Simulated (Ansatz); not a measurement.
The relaxed structure here is a generated cell of AlNi: the first start was made by placing the elements on the sites of a structure type, and the end was not matched to a known phase here, so it may be hypothetical. Known forms of AlNi include space group No. 221.

One stationary structure of AlNi. Space group P-6m2 (No. 187). Level of theory: r2SCAN (plane waves to 500 eV, PAW, scalar-relativistic; Ansatz, a program for electronic structure).

Space group P-6m2 (No. 187); a = 2.720 Å, b = 2.720 Å, c = 3.798 Å, α = 90.00°, β = 90.00°, γ = 120.00°

```csv
atom,site,symmetry,x,y,z
Ni,1a,-6m2,0.0000,0.0000,0.0000
Al,1f,-6m2,0.6667,0.3333,0.5000
```

```yaml
volume_per_atom: 12.17 Å³
density: 5.84 g/cm³
band_gap: zero (metallic)
magnetic_moment: zero (the starting moments vanished)
shortest_distances: Al–Ni 2.46 Å; Ni–Ni 2.72 Å; Al–Al 2.72 Å
k-mesh: 20×20×12
```

No spin polarisation in the result: the starting moments vanished. A magnetic state may lie lower.

The run could not lose the symmetry of its start: the end is stationary, and may be a saddle point rather than a minimum.

All atoms sit on sites fixed by symmetry, so only the cell could relax.
